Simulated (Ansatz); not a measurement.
As (A7 type, space group R-3m)

```
As
1.0
    1.89202     1.09236     3.36884
   -1.89202     1.09236     3.36884
    0.00000    -2.18472     3.36884
As
2
Direct
  0.23031   0.23031   0.23031
  0.76969   0.76969   0.76969
```

The volume is varied about the relaxed value V₀ at fixed cell shape. The atoms relax within the cell's symmetry.

These are PBE-D3(BJ) (plane waves to 420 eV, PAW, scalar-relativistic; Ansatz, a quantum-chemistry and plane-wave program) values and carry that method's errors. k mesh 11×11×11 (Γ-centred), Fermi-Dirac smearing 0.05 eV. Stress and pressure are positive under compression. As was relaxed with its symmetry unable to fall. The PAW data are Ansatz's earlier set.

At one point of the scan the stress tensor (GPa) is:

```
   -6.0      0.0      0.0
    0.0     -6.0      0.0
    0.0      0.0     -2.9
```

Which point is it?
(A) V/V₀ = 1.025
(B) V/V₀ = 1.100
(C) V/V₀ = 1.050
(D) V/V₀ = 1.075

B, V/V₀ = 1.100

(A scan under strain: stresses follow from slopes of the energy per volume, elastic moduli from its curvatures.)
